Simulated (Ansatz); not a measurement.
A run on Si3N4

```yaml
crystal:
  lattice:
    - [7.6044, 0.0, 0.0]
    - [-3.8022, 6.5856035805, 0.0]
    - [0.0, 0.0, 2.9063]
  atoms:
    - { symbol: Si, position: [0.768477, 0.174557, 0.25] }
    - { symbol: Si, position: [0.59392, 0.768477, 0.75] }
    - { symbol: Si, position: [0.825443, 0.59392, 0.25] }
    - { symbol: Si, position: [0.231523, 0.825443, 0.75] }
    - { symbol: Si, position: [0.40608, 0.231523, 0.25] }
    - { symbol: Si, position: [0.174557, 0.40608, 0.75] }
    - { symbol: "N", position: [0.0305, 0.33024, 0.25] }
    - { symbol: "N", position: [0.70026, 0.0305, 0.75] }
    - { symbol: "N", position: [0.66976, 0.70026, 0.25] }
    - { symbol: "N", position: [0.9695, 0.66976, 0.75] }
    - { symbol: "N", position: [0.29974, 0.9695, 0.25] }
    - { symbol: "N", position: [0.33024, 0.29974, 0.75] }
    - { symbol: "N", position: [0.6666666667, 0.3333333333, 0.25] }
    - { symbol: "N", position: [0.3333333333, 0.6666666667, 0.75] }
kpoints:
  mp_grid: { grid: [4, 4, 10] }
scf:
  occupations: { method: fermi_dirac, width: 0.02 }
  max_iter: 50
hamiltonian:
  xc: lda+u
  pseudopotentials: { kind: paw }
output:
  forces: true
  stress: true
  populations: true
  efg:
    quadrupole_moments_barn: { "N": 0.02044 }
    contact_densities: true
```

```sh
ansatz run input.yaml --threads 1 --pin off --max-ram 2560MiB --backend cpu --events-out ev --progress --plain --runs-dir out
```

Question: What happens when this input is run?

Answer: The input was rejected before any iteration. The input holds an unknown functional. The program says:

```
Error: YAML parse error: error: line 27 column 7: hamiltonian.xc: unknown variant `lda+u`, expected one of `lda`, `lda-pw`, `pw92`, `pbe`, `pbesol`, `rpbe`, `revpbe`, `blyp`, `pbe0`, `revpbe0`, `b3lyp`, `b3lyp5`, `hse06`, `wpbeh`, `hiss`, `lc_wpbe`, `cam_b3lyp`, `hf`, `r2scan`, `r2scanh`, `r2scan0`, `r2scan50`, `mr2scan`
  --> <input>:27:7
   |
25 |   max_iter: 50
26 | hamiltonian:
27 |   xc: lda+u
   |       ^ hamiltonian.xc: unknown variant `lda+u`, expected one of `lda`, `lda-pw`, `pw92`, `pbe`, `pbesol`, `rpbe`, `revpbe`, `blyp`, `pbe0`, `revpbe0`, `b3lyp`, `b3lyp5`, `hse06`, `wpbeh`, `hiss`, `lc_wpbe`, `cam_b3lyp`, `hf`, `r2scan`, `r2scanh`, `r2scan0`, `r2scan50`, `mr2scan`
28 |   pseudopotentials: { kind: paw }
29 | output:
   |
```

Against a sound input the change was `hamiltonian.xc`: pbe → lda+u; `scf.max_iter`: not typed → 50.

With the sound settings the run converges and gives V_zz (10²¹ V/m²) Si 0.97 (η 0.42), N7 -4.94 (η 0.07), N13 -4.91 (η 0.00); a site carries the number of its first atom in the input. At this cell the PBE pressure is 6 GPa, so with PBE the cell would grow if it were relaxed.
